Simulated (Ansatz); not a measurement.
# Ansatz 0.2.0, relaxation: OsPd₂

input.yaml:

```yaml
crystal:
  lattice:
    - [0.0, 3.477087, 3.477087]
    - [3.477087, 0.0, 3.477087]
    - [3.477087, 3.477087, 0.0]
  atoms:
    - { symbol: Pd, position: [0.5, 0.5, 0.5] }
    - { symbol: Pd, position: [0.0, 0.5, 0.5] }
    - { symbol: Pd, position: [0.5, 0.5, 0.0] }
    - { symbol: Pd, position: [0.5, 0.0, 0.5] }
    - { symbol: Os, position: [0.125, 0.125, 0.125] }
    - { symbol: Os, position: [0.875, 0.875, 0.875] }
  symmetry: { tolerance: 0.0003 }
kpoints:
  mp_grid: { grid: [6, 6, 6], shift: [0, 0, 0] }
magnetization:
  spin_polarized: false
scf:
  occupations: { method: methfessel_paxton, width: 0.0753 }
  lower_state_search: "off"
hamiltonian:
  pseudopotentials: { kind: paw }
  xc: pbe
basis:
  ecutwfc: 420
  fft_grid_basis: typed
relax:
  max_steps: 80
  cell: { p_target: 0.0 }
  f_tol: 0.03
output:
  forces: true
  stress: true
  eigenvalues: true
  bader: true
  populations: true
  elf: true
  write_potential: true
  volumetric_format: npy
  dos:
    e_range: [-12, 8]
    de: 0.05
    projected: { site_lists: { Os: [Os], Pd: [Pd] } }
  write_density: true
checkpoint:
  read: saved_state
```

Launch command:

```bash
ansatz run input.yaml --threads 2 --pin off --max-ram 3584MiB --backend cpu --events-out ev --progress --plain --runs-dir out
```

Origin of the cell: a known structure type with other elements, at an estimated volume, so it need not be a known compound.

The saved state is a converged single point of the same cell.

Steps («new basis» is an SCF on plane waves selected anew at the same cell):

| step | ΔF (meV/atom) | max force component (eV/Å) | P (GPa) | volume (Å³) | SCF iterations | step was |
| --- | --- | --- | --- | --- | --- | --- |
| 1 | 0.0 | 0.000 | 25.38 | 84.08 | 6 | accepted |
| 2 | -68.4 | 0.000 | -10.02 | 96.98 | 8 | accepted |
| 3 | -94.7 | 0.000 | -1.99 | 92.95 | 6 | accepted |
| 4 | -95.6 | 0.000 | 0.23 | 91.99 | 5 | accepted |
| 5 | -95.6 | 0.000 | 0.00 | 92.09 | 4 | accepted |
| 6 | -96.2 | 0.000 | -0.02 | 92.09 | 6 | new basis |

The starting structure.

Space group Fd-3m (No. 227); the run's cell has a = 4.917 Å, b = 4.917 Å, c = 4.917 Å, α = 60.00°, β = 60.00°, γ = 60.00°. Shortest distances: Pd–Pd 2.46 Å, Os–Pd 2.88 Å, Os–Os 3.01 Å.

After:

Space group Fd-3m (No. 227); the run's cell has a = 5.069 Å, b = 5.069 Å, c = 5.069 Å, α = 60.00°, β = 60.00°, γ = 60.00°. Shortest distances: Pd–Pd 2.53 Å, Os–Pd 2.97 Å, Os–Os 3.10 Å.

```
CELL_PARAMETERS angstrom
0.00000 3.58420 3.58420
3.58420 0.00000 3.58420
3.58420 3.58420 0.00000
ATOMIC_POSITIONS crystal
Pd 0.50000 0.50000 0.50000
Pd 0.00000 0.50000 0.50000
Pd 0.50000 0.50000 0.00000
Pd 0.50000 0.00000 0.50000
Os 0.12500 0.12500 0.12500
Os 0.87500 0.87500 0.87500
```

| Item | Value |
| --- | --- |
| Free energy lowered by | 96.2 meV/atom |
| Volume change | 9.53 % |
| Final pressure | -0.02 GPa |
| Relaxation steps listed | 6 |
| Formation energy (elements under the same functional, gases as molecules, uncorrected) | 0.832 eV/atom |
| Gap on the mesh | none (metal) |

Caveats: no moments, though an odd count or open d shells may carry them; no spin-orbit coupling, though heavy elements are present; the relaxation held the start's symmetry, so the end may be a saddle point.

The run took 35 s on 2 threads of Arm Neoverse V1 (shared host), peak memory 0.43 GiB, from a saved density.
